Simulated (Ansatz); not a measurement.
Computed scan of one atom of the cell: PtSe2 (CdI2 type)

Starting cell, PtSe$_{2}$ (CdI2 type):

```
CELL_PARAMETERS angstrom
      7.54477     0.00000     0.00000
     -1.88619     3.26698     0.00000
      0.00000     0.00000     4.81834
ATOMIC_POSITIONS crystal
  Pt 0.00000 0.00000 0.00000
  Pt 0.50000 0.00000 0.00000
  Se 0.33333 0.33333 0.26556
  Se 0.83333 0.33333 0.26556
  Se 0.16667 0.66667 0.73444
  Se 0.66667 0.66667 0.73444
```

In this cell atom 3 (Se, nearest neighbour Pt at 2.526 Å; its periodic images, 3.8 Å or more away, move with it) is moved by s towards the nearest neighbour, unit vector (-0.747, -0.431, -0.507); all other atoms and the cell stay fixed.

Method: PBE-D3(BJ) (plane waves to 420 eV, PAW, scalar-relativistic; Ansatz, a first-principles code). k mesh 11×11×8 (Γ-centred), Fermi-Dirac smearing 0.05 eV. The energy includes the smearing's −TS. Compression counts positive. Left out: 2 of 11 points, with atoms too close for the PAW data. With partly filled bands, energies and forces of such displacements shift with the k mesh and the smearing. F∥ is the force on the atom along that direction. F⊥ is the part of the force across the line. PtSe2 is run without spin polarisation. PtSe2 was relaxed with its symmetry unable to fall. Spin-orbit coupling is left out, though Pt is heavy. The zero of ΔE is the undisplaced structure.

```csv
s (Å),ΔE (eV/cell),F∥ (eV/Å),|F⊥| (eV/Å),P (GPa)
-0.760,1.191,3.094,0.145,1.9
-0.608,0.795,2.185,0.036,0.6
-0.456,0.505,1.697,0.082,-0.2
-0.304,0.269,1.418,0.068,-0.7
-0.152,0.082,0.972,0.035,-0.6
0.000,0.000,0.000,0.005,0.0
0.152,0.123,-1.793,0.027,1.6
0.304,0.612,-4.931,0.001,4.5
0.456,1.740,-10.408,0.092,9.7
```

Read from the data:

```
Quantity                                                                                                                                              Result
--------------------------------------------------------  --------------------------------------------------------------------------------------------------
Energy at s = 0.456 Å                                                                                                                          1740 meV/cell
Force along the line at s = -0.760 Å                                                                                                               3.09 eV/Å
Symmetry of the curve                                                                                    not even: the positive side lies higher at ±0.456 Å
Shape of the curve                                                                            a single well with its minimum at or next to zero displacement
Force constant k = d²E/ds² at s = 0 (finite differences)                                                                                          8.65 eV/Å²
Harmonic estimate at the end of the scan                  ½ks² = 899 meV/cell against the computed 1740 meV/cell, so the well is stiffer than harmonic there
```

(A displaced cell: forces are minus the slopes of the energy, force constants its curvatures, and phonons follow from these.)
